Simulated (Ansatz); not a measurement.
# Property card for Mg5TeBr

Theory: DFT PBE, scalar-relativistic, plane waves, PAW in Ansatz 0.2.0.

Settings: cutoff 420 eV, Γ-centred mesh 10×10×4 on the computed 7-atom cell, Gaussian smearing of 0.10 eV; no spin polarisation.

The structure is relaxed at this level of theory with its symmetry kept, and needn't be the ground state of this composition.

```yaml
crystal:
  lattice:
    - [4.25458, 0.00000, 0.00000]
    - [0.00000, 4.25458, 0.00000]
    - [0.00000, 0.00000, 10.43239]
  atoms:
    - { symbol: Mg, position: [0.00000, 0.50000, 0.28457] }
    - { symbol: Mg, position: [0.00000, 0.50000, 0.71543] }
    - { symbol: Mg, position: [0.50000, 0.00000, 0.28457] }
    - { symbol: Mg, position: [0.50000, 0.00000, 0.71543] }
    - { symbol: Mg, position: [0.00000, 0.00000, 0.00000] }
    - { symbol: Te, position: [0.00000, 0.00000, 0.50000] }
    - { symbol: Br, position: [0.50000, 0.50000, 0.00000] }
```

```json
{
 "Space group": "P4/mmm (No. 123)",
 "Volume per atom": "26.98 Å³",
 "Formation energy from the elements' standard states (uncorrected)": "-0.145 eV/atom",
 "Kohn–Sham band gap": "none (metal)",
 "Density of states at the Fermi level": "2.8 states/eV per cell",
 "Bader charge by site (e)": "Mg (4 in the cell) 0.54, Mg (1 in the cell) 0.82, Te (1 in the cell) -1.83, Br (1 in the cell) -1.14"
}
```

Spin-orbit coupling is left out, which matters for the bands of heavy elements.

The cell was found from a structure generator's guess, not taken from experiment.
